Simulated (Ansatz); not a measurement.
A geometry of Cs₂P₃ away from equilibrium: step 4 of the relaxation of a relaxed Cs2P3 cell shaken by Gaussian noise of σ = 0.08 Å a coordinate. All values below come from r2SCAN (plane waves to 500 eV, PAW, scalar-relativistic; Ansatz, a program for electronic structure). Γ-centred k-mesh 3×3×6 on the run's cell (coarser than for final values), Fermi–Dirac smearing 0.05 eV.

```yaml
crystal:
  lattice:
    - [10.13239, 0.00047, -0.00850]
    - [0.00047, 10.11177, 0.01486]
    - [-0.00310, 0.00543, 3.71113]
  atoms:
    - { symbol: P, position: [0.49190, 0.49295, 0.09269] }
    - { symbol: P, position: [0.98904, 0.99418, 0.15280] }
    - { symbol: P, position: [0.56460, 0.06739, 0.46633] }
    - { symbol: P, position: [0.06467, 0.43118, 0.46638] }
    - { symbol: P, position: [0.92817, 0.56814, 0.46527] }
    - { symbol: P, position: [0.42901, 0.93123, 0.46611] }
    - { symbol: Cs, position: [0.77829, 0.27997, 0.96306] }
    - { symbol: Cs, position: [0.27243, 0.21200, 0.96788] }
    - { symbol: Cs, position: [0.71070, 0.77695, 0.96444] }
    - { symbol: Cs, position: [0.21343, 0.71790, 0.96460] }
```

**Question.** Predict the force on each atom, in eV/Å.

**Answer.** 
| atom | Fx | Fy | Fz |
|---|---|---|---|
| P1 | -0.01 | -0.01 | 0.17 |
| P2 | 0.00 | -0.01 | 0.26 |
| P3 | 0.02 | 0.04 | -0.03 |
| P4 | -0.20 | 0.21 | -0.02 |
| P5 | 0.20 | -0.21 | -0.02 |
| P6 | -0.02 | -0.03 | -0.02 |
| Cs7 | 0.04 | 0.00 | -0.08 |
| Cs8 | -0.01 | -0.03 | -0.09 |
| Cs9 | 0.01 | 0.03 | -0.08 |
| Cs10 | -0.03 | 0.01 | -0.08 |

**Question.** What is the pressure?

**Answer.** -0.1 GPa, compression positive.

**Question.** How far above the relaxed end point is this geometry?

**Answer.** 0.67 eV/atom; the path ends in C2/m (No. 12).

No spin polarisation in the result.

The end of the path is a generated cell of Cs2P3: the first start was made by placing the elements on the sites of a structure type, and the end was not matched to a known phase here, so it may be hypothetical.
